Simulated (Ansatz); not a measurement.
Ca:
```yaml
crystal:
  lattice:
    - [-2.10848, 2.10848, 2.10848]
    - [2.10848, -2.10848, 2.10848]
    - [2.10848, 2.10848, -2.10848]
  atoms:
    - { symbol: Ca, position: [0.00000, 0.00000, 0.00000] }
```

Relaxed with LDA. Special points in fractions of this cell's reciprocal vectors: Γ (0.000, 0.000, 0.000); H (0.500, -0.500, 0.500); N (0.000, 0.000, 0.500); P (0.250, 0.250, 0.250).

### Question
List the band energies nearest the Fermi level at these points for DFT-LDA in the program Ansatz with PAW potentials.

### Answer
In eV from the Fermi level; about four levels below and three above (degenerate sets whole), none deeper than 8.9 eV; points with the same levels are listed once.

| k | below | above |
|---|---|---|
| Γ | -4.28 | 2.33 2.33 2.33 |
| H | -0.13 -0.13 | 4.41 4.41 4.41 |
| N | -1.02 | 0.15 1.26 3.45 |
| P | – | 0.34 0.34 0.34 |

Space group Im-3m (bcc (W type)). This is a known high-temperature phase of the composition, computed here at zero pressure and temperature. The cell was relaxed with LDA under the symmetry of its start; phonons on a q-mesh show no instability.

Potentials: the later of the program's two PAW sets.
